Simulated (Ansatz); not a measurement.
TaGe2 (space group P6_222)

```
TaGe2
1.0
    4.96726     0.00000     0.00000
   -2.48363     4.30177     0.00000
    0.00000     0.00000     6.74980
Ta Ge
3 6
Direct
  0.50000   0.00000   0.50000
  0.50000   0.50000   0.83333
  0.00000   0.50000   0.16667
  0.16359   0.32718   0.50000
  0.83641   0.16359   0.83333
  0.67282   0.83641   0.16667
  0.83641   0.67282   0.50000
  0.16359   0.83641   0.83333
  0.32718   0.16359   0.16667
```

The volume is varied about the relaxed value V₀ at fixed cell shape. The atoms relax within the cell's symmetry.

Method: r2SCAN (plane waves to 500 eV, PAW, scalar-relativistic; Ansatz, a first-principles code). k mesh 11×11×7 (Γ-centred), Fermi-Dirac smearing 0.05 eV. Compression counts positive. Spin-orbit coupling is left out, though Ta is heavy. TaGe2 is run without spin polarisation. TaGe2 was relaxed with its symmetry unable to fall. 

```tsv
V (Å³/cell)	P (GPa)
121.15	42.5
126.92	28.1
132.69	(withheld)
138.46	7.4
144.23	0.0
150.00	-5.9
155.77	(withheld)
161.54	(withheld)
167.31	-17.5
```

**Question.** What belongs in the gaps?

**Answer.** 
- 132.69, P (GPa): 16.6
- 155.77, P (GPa): -10.7
- 161.54, P (GPa): -14.5

(A scan under strain: stresses follow from slopes of the energy per volume, elastic moduli from its curvatures.)
